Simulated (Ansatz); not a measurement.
Geometry optimisation in Ansatz: input, command and trajectory.

```yaml
crystal:
  lattice:
    - [3.5226239459, 0.0, 0.0]
    - [0.0, 4.7093404457, 0.0]
    - [0.0, 0.0, 8.6944984558]
  atoms:
    - { symbol: Cr, position: [0.5, 0.0, 0.8817450902], spin: 2.91 }
    - { symbol: Cr, position: [0.0, 0.5, 0.1182549098], spin: 2.91 }
    - { symbol: S, position: [0.5, 0.5, 0.9345519643] }
    - { symbol: S, position: [0.0, 0.0, 0.0654480357] }
    - { symbol: Br, position: [0.0, 0.0, 0.6756441875] }
    - { symbol: Br, position: [0.5, 0.5, 0.3243558125] }
basis:
  ecutwfc: 420
kpoints:
  mp_grid: { grid: [10, 8, 4] }
hamiltonian:
  xc: pbesol
scf:
  occupations: { method: gaussian, width: 0.01 }
output:
  forces: true
  stress: true
  eigenvalues: true
  populations: true
magnetization:
  spin_polarized: true
relax:
  adjacent_minimum: "off"
  f_tol: 0.01
  max_steps: 30
  cell: { stress_tol: 0.1, fix: [volume] }
```

```bash
ansatz run input.yaml --threads 2 --pin off --max-ram 5120MiB --backend cpu --events-out ev --progress --plain --runs-dir out
```

Level of theory: DFT PBEsol, scalar-relativistic, plane waves, PAW in Ansatz.

The volume is held at 1.06 times that of the relaxed cell.

Of 5 frames 4 are shown, positions in Å and forces in eV/Å; the SCF threshold varies from step to step. Steps run on the plane waves of an earlier cell, with a Pulay correction in the pressure. The basis is chosen afresh for the last frame, the zero of the energies, and at times for earlier ones too; energy and pressure step there, also at an unchanged geometry.

```xyz
6
Lattice="3.5226 0.0000 0.0000 0.0000 4.7093 0.0000 0.0000 0.0000 8.6945" Properties=species:S:1:pos:R:3:forces:R:3 pbc="T T T" step=1 free_energy_over_end_meV_per_atom=4.01 pressure_GPa=-2.02
Cr    1.7613    0.0000    7.6663    0.0000    0.0000    0.0546
Cr    0.0000    2.3547    1.0282    0.0000    0.0000   -0.0546
S     1.7613    2.3547    8.1255    0.0000    0.0000    0.1698
S     0.0000    0.0000    0.5690    0.0000    0.0000   -0.1698
Br    0.0000    0.0000    5.8744    0.0000    0.0000    0.2417
Br    1.7613    2.3547    2.8201    0.0000    0.0000   -0.2417
6
Lattice="3.5110 0.0000 0.0000 0.0000 4.6872 0.0000 0.0000 0.0000 8.7645" Properties=species:S:1:pos:R:3:forces:R:3 pbc="T T T" step=2 free_energy_over_end_meV_per_atom=0.69 pressure_GPa=-0.51
Cr    1.7555    0.0000    7.7507    0.0000    0.0000    0.0824
Cr    0.0000    2.3436    1.0138    0.0000    0.0000   -0.0824
S     1.7555    2.3436    8.1987    0.0000    0.0000    0.0295
S     0.0000    0.0000    0.5658    0.0000    0.0000   -0.0295
Br    0.0000    0.0000    5.9922    0.0000    0.0000   -0.0690
Br    1.7555    2.3436    2.7723    0.0000    0.0000    0.0690
6
Lattice="3.4927 0.0000 0.0000 0.0000 4.6736 0.0000 0.0000 0.0000 8.8360" Properties=species:S:1:pos:R:3:forces:R:3 pbc="T T T" step=3 free_energy_over_end_meV_per_atom=0.07 pressure_GPa=-0.26
Cr    1.7464    0.0000    7.8185    0.0000    0.0000    0.0277
Cr    0.0000    2.3368    1.0176    0.0000    0.0000   -0.0277
S     1.7464    2.3368    8.2718    0.0000    0.0000    0.0050
S     0.0000    0.0000    0.5643    0.0000    0.0000   -0.0050
Br    0.0000    0.0000    6.0478    0.0000    0.0000   -0.0238
Br    1.7464    2.3368    2.7882    0.0000    0.0000    0.0238
6
Lattice="3.4891 0.0000 0.0000 0.0000 4.6659 0.0000 0.0000 0.0000 8.8597" Properties=species:S:1:pos:R:3:forces:R:3 pbc="T T T" step=5 free_energy_over_end_meV_per_atom=0.00 pressure_GPa=-0.19
Cr    1.7446    0.0000    7.8411    0.0000    0.0000   -0.0013
Cr    0.0000    2.3329    1.0186    0.0000    0.0000    0.0013
S     1.7446    2.3329    8.2964    0.0000    0.0000   -0.0017
S     0.0000    0.0000    0.5633    0.0000    0.0000    0.0017
Br    0.0000    0.0000    6.0659    0.0000    0.0000    0.0003
Br    1.7446    2.3329    2.7938    0.0000    0.0000   -0.0003
```

It took 2.4 min on 2 threads of Arm Neoverse V2, with other jobs on the host, peak memory 0.88 GiB.

Moments started parallel, and an antiferromagnetic order may lie lower. The cell holds layers, and where no dispersion correction was added their binding is poorly described.